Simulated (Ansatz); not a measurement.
# Ba: stiffness from a series of strains

```yaml
crystal:
  lattice:
    - [-2.50000, 2.50000, 2.50000]
    - [2.50000, -2.50000, 2.50000]
    - [2.50000, 2.50000, -2.50000]
  atoms:
    - { symbol: Ba, position: [0.00000, 0.00000, 0.00000] }
```

Conventional cell: a = 5.000 Å, b = 5.000 Å, c = 5.000 Å, α = 90.00°, β = 90.00°, γ = 90.00°. Around Ba (atom 1) lie 8 Ba at 4.33 Å.

The cell is a measured one (Crystallography Open Database entry 9008528); the temperature and pressure of the measurement aren't taken into account, and nothing was relaxed.

No spin–orbit coupling, which matters for the heavy atoms here.

These are results of DFT, PBEsol, all-electron LAPW, scalar-relativistic (Ansatz 0.2.0), not measurements.

Settings: a Γ-centred 10×10×10 k mesh, Fermi–Dirac smearing of 0.05 eV, basis error target 0.5 meV/atom, no spin polarisation.

The strain is applied along the Cartesian axes of the cell as listed (γ is the engineering shear, twice εxy = εyz = εzx). Fractional coordinates are held (clamped ions).

σ is the change of stress from the unstrained cell, which is at -0.60 GPa; tension is positive, so slopes are stress–strain coefficients at that pressure. In a metal the k mesh adds noise.

Only quantities that a quadratic follows smoothly over the whole series are listed; rougher ones are left out.

```csv
γ,σxy (GPa)
-0.0200,-0.21
-0.0100,-0.10
0.0000,0.00
0.0200,0.19
```

Task: Fit the series and read off the stiffness at zero strain.

Result: Least-squares fits y = p0 + p1 x + p2 x² to the rows give σxy (GPa): p1 = 9.98, p2 = -27. So C44 (clamped ions) = 10 GPa.

Task: One run, at γ = 0.0100, is withheld. Predict its row.

Result: The fits give 0.10; the run gave 0.10.
